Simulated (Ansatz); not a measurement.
Q: HfO₂ (fluorite, space group No. 225) is relaxed with the program Ansatz at the PBEsol level (PAW). What lattice parameters of the conventional cell result?

A: a = 5.044 Å.

Q: Is it a metal or does it have a gap at this level?

A: A gap of 3.69 eV, direct.

Space group Fm-3m (fluorite). This is a known high-temperature phase of the composition, computed here at zero pressure and temperature. Symmetry was held in the PBEsol relaxation; its stability against distortions is not shown here. The run is not spin-polarised. Scalar-relativistic: spin–orbit coupling is off unless named, which matters more the heavier the elements.

Potentials: the later of the program's two PAW sets.
